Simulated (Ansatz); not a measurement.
Suppose Be₄Te takes space group I-42m (No. 121), with Be on 8i; Te on 2a.

Computed with DFT PBE, scalar-relativistic, plane waves, PAW in Ansatz. Cutoff 420 eV, Γ-centred mesh, Gaussian smearing, no spin polarisation.

Formation energies are uncorrected and refer to the elements' standard structures at the same level.

Question: Which cell and coordinates does it relax to?

Answer:

Space group I-42m (No. 121). a = 6.075 Å, b = 6.075 Å, c = 4.261 Å, α = 90.00°, β = 90.00°, γ = 90.00°
```tsv
atom	site	symmetry	x	y	z
Be	8i	..m	0.7979	0.7979	0.4137
Te	2a	-42m	0.0000	0.0000	0.0000
```

Around Be lie 2 Be at 2.28 Å, 2 Te at 2.47–2.59 Å, 2 Be at 2.56 Å and 1 Te at 3.04 Å; around Te lie 8 Be at 2.47–2.59 Å and 4 Be at 3.04 Å. Another local minimum with the same sites may exist.

Question: Where does its energy lie, and is it a metal?

Answer: The formation energy is +1.06 eV/atom and the gap on the 10×10×10 mesh of the 5-atom cell is 0 eV (a metal). A positive value: parting into the elements would lower its energy.

The last run used Gaussian smearing of 0.10 eV. Spin–orbit coupling, which can matter for Te, is left out. The reference form of Te is held partly by dispersion forces, which this level lacks. A structure relaxed within its symmetry needn't be a true minimum.
